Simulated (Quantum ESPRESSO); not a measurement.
# CuTi3Ta2AlAg: different elements on one site, starting from this cell

Computed values, not a measurement. The program is pw.x of Quantum ESPRESSO 7.5 (plane-wave density functional theory). The cell is made up: eight metal atoms on a hexagonal close-packed lattice, with elements, volume, strain and displacements drawn at random and not relaxed, so it may be unstable or far from any real phase. PseudoDojo standard norm-conserving files set the functional (PBE unless stated); there is no spin polarisation or spin-orbit coupling, the Fermi-Dirac width of 0.25 eV means electrons at about 2900 K, and the masses in the input are unused placeholders. The copper pseudopotential is less sure than most, with forces differing by about three percent and pressure by about two GPa from a second method on plain copper. Heavy elements are run without spin-orbit coupling, which real alloys of them have. A spin test at this wide smearing found no moment, but such smearing suppresses magnetism that the real alloy may have.

The runs put different elements on site 8. Cell, positions, cutoff, mesh and smearing stay as in the input of run 1; sites are counted in its order. Stress in the tables is positive in tension.

Input of run 1:

```
&control calculation='scf', pseudo_dir='./dojo.nc.sr.pbe.v0_5.standard.upf', outdir='./o', disk_io='minimal', tprnfor=.true., tstress=.true. /
&system ibrav=0, nat=8, ntyp=5, nbnd=68, ecutwfc=92.02030273, nosym=.true., tot_charge=0,
 occupations='smearing', smearing='fd', degauss=0.0183746611
/
&electrons conv_thr=1.470e-08, electron_maxstep=70, mixing_beta=0.5 /
ATOMIC_SPECIES
Ag 1.0 Ag.upf
Al 1.0 Al.upf
Cu 1.0 Cu.upf
Ta 1.0 Ta.upf
Ti 1.0 Ti.upf
CELL_PARAMETERS angstrom
0.0281 5.0486 -0.0047
2.7925 0.0119 4.5393
2.8226 0.0205 -4.5583
ATOMIC_POSITIONS angstrom
Cu 0.0045 0.0093 0.0222
Ti 2.8573 -0.0638 -0.0338
Ta 2.8678 1.7369 -2.2585
Ti 2.8227 1.6624 2.3368
Ti 1.467 2.5756 -0.0497
Al 4.2152 2.446 0.0359
Ta 1.51 4.2184 -2.2293
Ag 1.4219 4.2769 2.2816
K_POINTS automatic
5 5 5 1 1 1
```

```
run  elements on sites 1 to 8  -TS (eV)  pressure (GPa)  stress xx (GPa)  stress yy (GPa)  stress zz (GPa)  stress yz (GPa)  stress xz (GPa)  stress xy (GPa)  iterations
  1   Cu Ti Ta Ti Ti Al Ta Ag    -1.648            7.58           -10.94            -2.89            -8.91             0.67             0.21            -0.44          20
  2   Cu Ti Ta Ti Ti Al Ta Mo    -1.815            6.20            -6.89            -1.48           -10.23            -0.05            -2.01             0.03          20
  3   Cu Ti Ta Ti Ti Al Ta Pt    -1.707            4.46            -6.53            -0.59            -6.26             0.54            -0.71            -0.63          20
  4   Cu Ti Ta Ti Ti Al Ta Ta    -1.824           10.24           -11.93            -5.32           -13.46            -0.18            -0.92             0.18          21
  5   Cu Ti Ta Ti Ti Al Ta Cu    -1.672            1.64            -3.51             3.15            -4.56             1.07            -0.69            -0.39          23
```

Forces Fx Fy Fz (eV/Å):

| site | run 1 | run 2 | run 3 | run 4 | run 5 |
| --- | --- | --- | --- | --- | --- |
| 1 | 0.12 0.13 0.01 | 0.15 0.05 0.04 | 0.18 0.04 0.04 | 0.11 0.10 0.04 | 0.12 0.01 0.01 |
| 2 | -0.14 0.94 0.70 | 0.07 0.54 0.71 | -0.10 0.75 0.67 | -0.04 0.74 0.89 | -0.04 0.70 0.57 |
| 3 | -0.20 -0.16 -0.63 | 0.34 -0.24 -0.93 | 0.17 -0.13 -0.84 | 0.15 -0.21 -0.80 | 0.32 -0.30 -0.62 |
| 4 | 0.28 0.17 -0.05 | -0.05 0.01 0.01 | 0.00 0.21 -0.06 | 0.08 0.02 0.04 | -0.04 0.04 -0.05 |
| 5 | -0.66 -0.38 0.88 | -0.69 -0.18 1.05 | -0.71 -0.23 1.11 | -0.66 -0.28 0.90 | -0.67 -0.18 1.16 |
| 6 | 0.40 0.17 0.00 | 0.50 0.31 -0.12 | 0.43 0.30 -0.15 | 0.49 0.20 -0.04 | 0.41 0.29 -0.14 |
| 7 | -0.89 -0.30 -0.82 | -0.84 0.02 -1.04 | -0.92 -0.36 -0.79 | -0.95 0.11 -1.11 | -0.59 -0.26 -0.88 |
| 8 | 1.09 -0.57 -0.09 | 0.52 -0.51 0.28 | 0.95 -0.58 0.01 | 0.82 -0.69 0.09 | 0.49 -0.30 -0.05 |

Energies are left out, as each element's file has its own zero. A rerun of one cell of this series at a higher cutoff and on a denser mesh moved values by no more than 0.003 eV in energy, 0.02 GPa in stress and 0.003 eV/Å in force, and a second program with other atomic files agreed on that cell to 2 % rms in force and 0.5 GPa in pressure.